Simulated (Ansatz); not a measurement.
OsFI (Janus 1T monolayer) was relaxed with 4 functionals in the plane-wave code Ansatz, cell and atoms free, the symmetry of the start kept (meshes: PBE 12×12×1, r2SCAN 12×12×1, PBEsol 12×12×1, LDA 12×12×1). These are computed values for a spin-unpolarised cell that may be hypothetical; none is a measurement.

The PBE result:
```
Os F I
1.0
     3.80173    0.00000    0.00000
    -1.90087    3.29240    0.00000
     0.00000    0.00000   29.52740
Os F I
1 1 1
Cartesian
  0.0000 0.0000 9.0789
  0.0000 2.1949 10.0925
  1.9009 1.0975 7.8286
```
Two periodic directions, a and b.

In-plane lattice: a = 3.802 Å, b = 3.802 Å, γ = 120.0°; thickness between the outer nuclei 2.26 Å. Os has 3 F at 2.42 Å and 3 I at 2.53 Å; F has 3 Os at 2.42 Å; I has 3 Os at 2.53 Å.

Task: Order the functionals by the relaxed area, smallest first.
A. PBE
B. LDA
C. r2SCAN
D. PBEsol

Result: B (3.99 Å²/atom), D (4.05 Å²/atom), C (4.10 Å²/atom), A (4.17 Å²/atom).

Task: How does the cell change with LDA?

Result: a = 3.719 Å; the area differs by -4.3 % from PBE's. Os has 3 F at 2.35 Å and 3 I at 2.48 Å; F has 3 Os at 2.35 Å; I has 3 Os at 2.48 Å.

Task: What lattice does r2SCAN give?

Result: a = 3.770 Å; the area differs by -1.6 % from PBE's. Os has 3 F at 2.39 Å and 3 I at 2.52 Å; F has 3 Os at 2.39 Å; I has 3 Os at 2.52 Å.

Task: Held at the r2SCAN cell, what mean stress do LDA and PBE find, and does its sign point to their own minimum?

Result: Yes. LDA -2.76 N/m, and its relaxed area is -2.7 % from r2SCAN's; PBE +1.27 N/m, and its relaxed area is +1.7 % from r2SCAN's. Compression counts positive, so a positive stress asks for a larger cell.
